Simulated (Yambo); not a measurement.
A G0W0@PBE run in Yambo for SnS2 (CdI2 type, space group P-3m1, No. 164) (6×6×2 Γ-centred k mesh, bands 5 to 59 and a 6 Ry block in the screening, 59 bands in G with the Bruneval-Gonze terminator, plasmon pole fitted at 27.2 eV) gives these matrix elements, in eV, at the band edges (Γ → L):

| state | E0 | <Vxc> | <Σx> | <Σc(E0)> | Z |
|---|---|---|---|---|---|
| valence edge | 0.000 | -13.538 | -16.323 | 2.296 | 0.772 |
| conduction edge | 1.361 | -12.875 | -9.519 | -2.667 | 0.796 |

Q: Solve the linearised quasiparticle equation for both states, give the gap, and say how exchange and correlation each act on it.

A: E = E0 + Z(Σx + Σc − Vxc). Valence: 0.000 + 0.772 × (-16.323 + (2.296) − (-13.538)) = -0.38 eV. Conduction: 1.361 + 0.796 × (-9.519 + (-2.667) − (-12.875)) = 1.91 eV. The gap is 2.29 eV, against 1.36 eV in PBE. Replacing Vxc by bare exchange alone would open it by 6.14 eV; correlation takes back 4.96 eV of that, and Z scales what is left. Convergence of the G0W0 settings was not tested. The mesh misses a band edge: along a dense path the PBE gap is 1.26 eV against 1.36 eV on the mesh. Spin-orbit splittings are left out.

Geometry relaxed with PBE+D3(BJ); primitive cell a = b = 3.6707 Å, c = 5.7993 Å, α = β = 90.00°, γ = 120.00°.

The potentials are those of PseudoDojo's stringent table.
